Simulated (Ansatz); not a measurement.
## WS₂: course of a relaxation

The calculation used DFT PBEsol+D3(BJ), scalar-relativistic, plane waves, PAW (Ansatz 0.2.0). (420 eV cutoff, 12×12×4 k-mesh, Gaussian smearing of 0.02 eV, no spin polarisation)

What was changed: strain along c alone, the other axes held, atoms relaxed: -3.0 %.

Spin–orbit coupling is left out, which can shift energies with elements as heavy as these.

Command:

```bash
ansatz run input.yaml --threads 1 --pin off --max-ram 2560MiB --backend cpu --events-out ev --progress --plain --runs-dir out
```

Input:

```yaml
crystal:
  lattice:
    - [3.1147089379, 0.0, 0.0]
    - [-1.5573544689, 2.6974170656, 0.0]
    - [0.0, 0.0, 11.4232105727]
  atoms:
    - { symbol: W, position: [0.3333333333, 0.6666666667, 0.7499781562] }
    - { symbol: W, position: [0.6666666667, 0.3333333333, 0.2500218438] }
    - { symbol: S, position: [0.3333333333, 0.6666666667, 0.1141842564] }
    - { symbol: S, position: [0.6666666667, 0.3333333333, 0.6141404496] }
    - { symbol: S, position: [0.3333333333, 0.6666666667, 0.3858595504] }
    - { symbol: S, position: [0.6666666667, 0.3333333333, 0.8858157436] }
basis:
  ecutwfc: 420
kpoints:
  mp_grid: { grid: [12, 12, 4] }
hamiltonian:
  xc: pbesol
  dispersion: d3bj
scf:
  occupations: { method: gaussian, width: 0.02 }
output:
  forces: true
  stress: true
  eigenvalues: true
  write_density: true
  write_potential: true
  elf: true
  volumetric_format: npy
relax:
  adjacent_minimum: "off"
  f_tol: 0.008
  max_steps: 40
```

F is the free energy.

Steps:

| step | F − F(1) (eV) | largest force component (eV/Å) |
| --- | --- | --- |
| 1 | 0.0000 | 0.302 |
| 2 | -0.0059 | 0.149 |
| 3 | -0.0078 | 0.004 |
| 4 | -0.0078 | 0.004 |

Relaxed structure:

```
CELL_PARAMETERS angstrom
3.11471 0.00000 0.00000
-1.55735 2.69742 0.00000
0.00000 0.00000 11.42321
ATOMIC_POSITIONS crystal
W 0.33333 0.66667 0.74985
W 0.66667 0.33333 0.25015
S 0.33333 0.66667 0.11317
S 0.66667 0.33333 0.61288
S 0.33333 0.66667 0.38712
S 0.66667 0.33333 0.88683
```

Symmetry: P6_3/mmc, No. 194, hexagonal system. The conventional cell has a = 3.115 Å, b = 3.115 Å, c = 11.423 Å, α = 90.00°, β = 90.00°, γ = 120.00°. W (site symmetry -6m2) is surrounded by 6 S at 2.38 Å. S (site symmetry 3m) is surrounded by 3 W at 2.38 Å.

The run converged. It took 45 s on 1 thread of Arm Neoverse V1, with other jobs on the host, peak memory 0.46 GiB.